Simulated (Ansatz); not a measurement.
# Hf2CuSb3 (P-4m2): electronic heat capacity and spin susceptibility from the density of states

Method: Ansatz 0.2.0, DFT r2SCAN, scalar-relativistic, plane waves, PAW.

Plane waves to 500 eV, a k mesh through Γ of 10×10×4 on the computed 6-atom cell and Gaussian smearing (0.10 eV); no spin polarisation.

Relaxed cell: P-4m2, a = 3.906 Å, b = 3.906 Å, c = 8.540 Å, α = 90.00°, β = 90.00°, γ = 90.00°, 6 atoms in the primitive cell. Whether it is the stable form of this composition wasn't checked.

The density of states at the Fermi level is 3.359 states/eV in the cell of 6 atoms (1 formula unit; both spins, tetrahedra on a 15×15×6 mesh). Averaged over bins of 0.1 eV the density runs from 2.3 to 3.3 states/eV within 0.2 eV of the Fermi level, so the figure hangs on the exact place of that level.

Problem. What Sommerfeld coefficient and Pauli susceptibility does this give?

Solution. Per formula unit N(E_F) = 3.359 states/eV. γ = (π²/3) k_B² N(E_F) N_A = 2.357 mJ/(mol K²) per state/eV, so γ = 7.9 mJ/(mol K²), a mole of formula units. χ_P = μ_B² N(E_F) N_A = 3.23×10⁻⁵ emu/mol per state/eV gives 10.9×10⁻⁵ emu/mol. This is the bare band result: a measured γ of the same phase is as a rule larger by a factor 1 + λ from phonons and spin fluctuations, the spin part of χ is larger by the Stoner factor, and a measured χ also holds orbital and core terms. N(E_F) at one energy is sensitive to the mesh where the density of states has sharp peaks.

Spin-orbit coupling is left out, which matters for the bands of heavy elements.

Cost: 1 run of about 4.3 core-minutes, on Intel Xeon 6975P-C (Granite Rapids) (shared hosts).